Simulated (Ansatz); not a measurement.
According to r²SCAN (plane waves, PAW; program Ansatz), YGeO in the tetragonal phase (P4/nmm; Y on 2c, Ge on 2a, O on 2c) relaxes to a = 3.453 Å, c = 8.036 Å. Against the elements it lies at -2.14 eV/atom, with no fitted shifts.

Electronic character: metallic (no gap). Gap from r²SCAN with spin–orbit coupling: none (metallic).

An equation-of-state fit gives a bulk modulus of 116 GPa. Bader charges are Y +2.00, Ge -0.52, O -1.48 e.

The start of the workflow was typed in or built on a structure type; neither database checked (COD, Materials Project) lists it. Whether it is the stable phase at ambient conditions was not checked. Symmetry was held in the r²SCAN relaxation; whether a distortion lowers the energy is not shown. The run is not spin-polarised. The references are the lowest solids computed at this level, not always the standard phases (solids in place of the gases). Spin–orbit coupling is left out wherever it is not named.

Potentials: the earlier of the program's two PAW sets. The files were generated under PBE; for other functionals the program regenerates the frozen cores, and for LDA and PBEsol the local potential too.
